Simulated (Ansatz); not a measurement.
Simulated powder pattern, Cu Kα, λ = 1.54184 Å (kinematic, ideal powder, no thermal factors, no anomalous dispersion; the 30 strongest lines at most, above 1 %, up to 2θ = 90°):

```json
[
 {"2θ (°)": "33.65", "I/Imax (%)": "100"},
 {"2θ (°)": "38.19", "I/Imax (%)": "35"},
 {"2θ (°)": "40.71", "I/Imax (%)": "15"},
 {"2θ (°)": "55.12", "I/Imax (%)": "12"},
 {"2θ (°)": "57.05", "I/Imax (%)": "21"},
 {"2θ (°)": "66.15", "I/Imax (%)": "27"},
 {"2θ (°)": "69.61", "I/Imax (%)": "11"},
 {"2θ (°)": "70.74", "I/Imax (%)": "11"},
 {"2θ (°)": "81.74", "I/Imax (%)": "3.7"},
 {"2θ (°)": "88.17", "I/Imax (%)": "1.5"}
]
```

The pattern belongs to a structure relaxed with plane-wave PAW LDA (Ansatz code).

### Question
Pick the material that matches.
A. Cd, hcp (Mg type)
B. In, body-centred tetragonal
C. Ga, α-Ga
D. Ni, fcc (Cu type)

### Answer
B, In, body-centred tetragonal

### Question
Give the lattice parameters.

### Answer
a = 3.332 Å, c = 4.432 Å.

Space group I4/mmm (body-centred tetragonal). Its axis ratio c/a = 1.33 departs by over 6 % from that of the usual cell of this phase: another minimum, or an error of the functional. Symmetry was held in the LDA relaxation; its stability against distortions is not shown here. Axis ratios of metals converge slowly with the k-mesh, so a and c are less sure than the volume.

Potentials: the earlier of the program's two PAW sets.
